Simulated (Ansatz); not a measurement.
Input and command of a plane-wave DFT calculation in Ansatz:

```yaml
crystal:
  lattice:
    - [3.7484591339, 0.0, 0.0]
    - [-1.874229567, 3.246260835, 0.0]
    - [0.0, 0.0, 9.0134224455]
  atoms:
    - { symbol: Ni, position: [0.3333333333, 0.6666666667, 0.25], spin: 0.53 }
    - { symbol: Ni, position: [0.6666666667, 0.3333333333, 0.75], spin: 0.53 }
    - { symbol: Cl, position: [0.3333333333, 0.6666666667, 0.75] }
    - { symbol: Cl, position: [0.6666666667, 0.3333333333, 0.25] }
basis:
  ecutwfc: 420
kpoints:
  mp_grid: { grid: [12, 12, 6] }
hamiltonian:
  xc: pbe
scf:
  occupations: { method: gaussian, width: 0.1 }
output:
  forces: true
  stress: true
  eigenvalues: true
  populations: true
magnetization:
  spin_polarized: true
relax:
  adjacent_minimum: "off"
  f_tol: 0.01
  max_steps: 80
  cell: { stress_tol: 0.05 }
```

```bash
ansatz run input.yaml --threads 1 --pin off --max-ram 2560MiB --backend cpu --events-out ev --progress --plain --runs-dir out
```

Processor: Intel(R) Xeon(R) Platinum 8488C (Sapphire Rapids), 1 thread, on a host shared with other jobs.

Estimate time, memory and problem size.

About 3.5 min on 1 thread of Intel(R) Xeon(R) Platinum 8488C (Sapphire Rapids), with other jobs on the host, peak memory 0.69 GiB. It solves 31 bands at 76 k points (the mesh reduced by the symmetry that the task leaves, which can be less than the crystal's) with about 1971 plane waves (on the last cell), in 64 SCF iterations over 7 ionic steps.
